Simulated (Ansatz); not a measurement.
Ansatz (a program for electronic structure) input:

Ansatz 0.2 input:
```yaml
crystal:
  lattice:
    - [0.0, 2.7577109535, 2.7577109535]
    - [2.7577109535, 0.0, 2.7577109535]
    - [2.7577109535, 2.7577109535, 0.0]
  atoms:
    - { symbol: Ge, position: [0.0, 0.0, 0.0] }
    - { symbol: Se, position: [0.5, 0.5, 0.5] }
kpoints:
  mp_grid: { grid: [27, 27, 27] }
hamiltonian:
  xc: lda
  pseudopotentials: { kind: paw }
scf:
  occupations: { method: fermi_dirac, width: 0.1 }
elastic: { mode: relaxed_ion, stencil: two_point, amplitude: 0.005, f_tol: 0.0005 }
```

Output (shortened):

```
Pseudopotential: Ge, paw, valence charge 14
Pseudopotential: Se, paw, valence charge 16
Functional definition: SPW92
Crystal: 2 atoms, lattice volume = 41.945 Å³
Basis set: ecut = 420 eV, 869 PW (Γ)
Bands: 19, of which v1, the nominal top of the filled ones, is band 15 counted from 1 (14 counted from 0)
Symmetry: 48 space group operations
Space group: Fm-3m (ITA 225), of the structure as read, at distance tolerance 3.5e-5 Å
k-points: 560 of 19683
SCF 1 converged in 11 iterations: F = -9599.450674 eV  dr2 = 2.81e-14
Crystal: 2 atoms, lattice volume = 41.735 Å³
Symmetry: 16 space group operations
k-points: 1470 of 19683
SCF 2 converged in 10 iterations: F = -9599.449958 eV  dr2 = 2.87e-14
Crystal: 2 atoms, lattice volume = 42.154 Å³
SCF 3 converged in 8 iterations: F = -9599.450100 eV  dr2 = 1.06e-14
Crystal: 2 atoms, lattice volume = 41.944 Å³
Symmetry: 8 space group operations
k-points: 2744 of 19683
SCF 4 converged in 9 iterations: F = -9599.450570 eV  dr2 = 5.19e-15
Crystal: 2 atoms, lattice volume = 41.944 Å³
SCF 5 converged in 8 iterations: F = -9599.450570 eV  dr2 = 2.20e-15
SCF converged after 11 iterations
Free energy (F): -9599.450674 eV
Harris-Foulkes:  -9599.450674 eV  (|F-HF|=0.00e0)
Internal energy: -9599.447665 eV  (E = F + TS)
E sigma→0 (E₀):  -9599.449170 eV
Entropy (-TS):   -0.003009 eV (-1.504 meV/atom)
Fermi energy:    10.200235 eV
--- Per-component energies (eV) ---
  E_band       = -493.772041
  E_kinetic    = 230.053544
  E_local      = -4459.136949  (includes V_loc(G=0)·N_el)
  E_nonlocal   = -172.352121
  E_hartree    = 2082.569246
  E_xc         = -179.514553
  E_vxc        = -164.344259  (∫ρ·V_xc dr)
  E_paw        = -3762.644061  (= ΣΔE_a)
  E_vpaw       = -93.130496  (= ΣTr[D̂ρ^β])
  E_aug_tail   = -0.000247  (compensation charges beyond the density's cutoff)
  E_ewald      = -3342.548213
  E_core_change = 4.125688  (= ΣΔE_core)
  E_smearing   = -0.003009  (= −TS)
  E_closure    = 0.000000  (closes the sum)
  Σ components = -9599.450674   (vs F -9599.450674, Δ=0.00e0)
--- Forces (eV/Å), atoms counted from 1 ---
  atom   1  Ge     0.00000000     0.00000000     0.00000000
  atom   2  Se     0.00000000     0.00000000     0.00000000
  max |Σ_I F_I| component: 0.0 eV/Å
--- Stress (GPa, compression-positive) ---
        0.044587       0.000000       0.000000
        0.000000       0.044587       0.000000
        0.000000       0.000000       0.044587
  P = ⅓ Tr σ = 0.0446 GPa (0.446 kbar)
--- Band table (eV; the first three rows and the last of 560) ---
  k-point 0: bands = ["-38.1407", "-38.1407", "-38.1383", "-38.1383", "-38.1383", "-14.9952", "-14.9952", "-14.9901", "-14.9901", "-14.9901", "-5.1726", "4.8504", "7.7735", "7.7735", "7.7735", "14.4154", "14.4154", "14.4154", "16.1251"]
  k-point 1: bands = ["-38.1407", "-38.1407", "-38.1383", "-38.1383", "-38.1383", "-14.9953", "-14.9953", "-14.9901", "-14.9900", "-14.9900", "-5.1577", "4.7569", "7.7739", "7.7739", "7.8408", "14.3175", "14.3175", "14.3263", "16.1201"]
  k-point 2: bands = ["-38.1407", "-38.1407", "-38.1383", "-38.1383", "-38.1383", "-14.9954", "-14.9954", "-14.9900", "-14.9898", "-14.9898", "-5.1135", "4.5020", "7.7753", "7.7753", "8.0173", "14.0570", "14.0570", "14.0868", "16.1114"]
  k-point 559: bands = ["-38.1408", "-38.1405", "-38.1381", "-38.1380", "-38.1377", "-15.0047", "-14.9950", "-14.9878", "-14.9871", "-14.9812", "-3.0584", "1.5941", "4.2884", "4.4495", "9.2589", "11.3340", "15.6844", "15.9594", "17.4236"]
--- Elastic constants: 2 strain directions × 2 members + reference (group order 48) ---
  dense FFT box of the reference and of every strained cell: 27×27×27
  strains applied: 11, 23; error gains: componentwise 1.00 (the most a stress slope's error grows in a printed constant), spectral 1.73 (1 for all six strains …
  C = ∂σ_k/∂η_j (tension-positive GPa; Voigt order 11 22 33 23 13 12):
       197.240      6.778      6.778      0.000      0.000      0.000
         6.778    197.240      6.778      0.000      0.000      0.000
         6.778      6.778    197.240      0.000      0.000      0.000
         0.000      0.000      0.000     31.772      0.000      0.000
         0.000      0.000      0.000      0.000     31.772      0.000
         0.000      0.000      0.000      0.000      0.000     31.772
  reference stress σ⁰ (GPa):     -0.045     -0.045     -0.045      0.000      0.000      0.000
  moduli (Voigt/Reuss/Hill, GPa): K = 70.27/70.27/70.27   G = 57.16/43.32/50.24   E = 121.71   ν = 0.211
  mechanically stable: yes (min eigenvalue of sym C = 31.77 GPa)
  strain η (Voigt 11):  stress-route row diagonal C_11 = 197.24 GPa, energy-path curvature d²(F+E_count+ΔE)/dδ²/Ω₀ = 197.44 GPa
         δ    σ_11 (GPa)             F (eV)   n_scf  n_hpsi   n_pw
    -5.000e-3      -1.0592       -9599.4499580      10  625462    869   relax 0 steps, max|allowed force component| 0.0 eV/Å
     5.000e-3       0.9132       -9599.4500995       8  504648    869   relax 0 steps, max|allowed force component| 0.0 eV/Å
  strain η (Voigt 23):  stress-route row diagonal C_44 = 31.77 GPa, energy-path curvature d²(F+E_count+ΔE)/dδ²/Ω₀ = 31.94 GPa
         δ    σ_23 (GPa)             F (eV)   n_scf  n_hpsi   n_pw
    -5.000e-3      -0.1589       -9599.4505703       9  1064682    869   relax 0 steps, max|allowed force component| 0.0 eV/Å
     5.000e-3       0.1589       -9599.4505703       8  839132    869   relax 0 steps, max|allowed force component| 0.0 eV/Å
```

Cost: around 4 core-minutes (rough) on shared cores.

The workflow started from a Materials Project entry (that database holds measured and hypothetical structures alike); the Crystallography Open Database copy checked does not list it. It is not the phase usual at ambient conditions (space group No. 62). The LDA relaxation kept the symmetry of its start. At this level the phase is dynamically unstable (imaginary phonons). As this level gives no gap, shear constants depend on the k-mesh and smearing (Fermi–Dirac, 0.1 eV here). Spin–orbit coupling is left out wherever it is not named.

Potentials: the later of the program's two PAW sets.

Ansatz is a plane-wave DFT program.
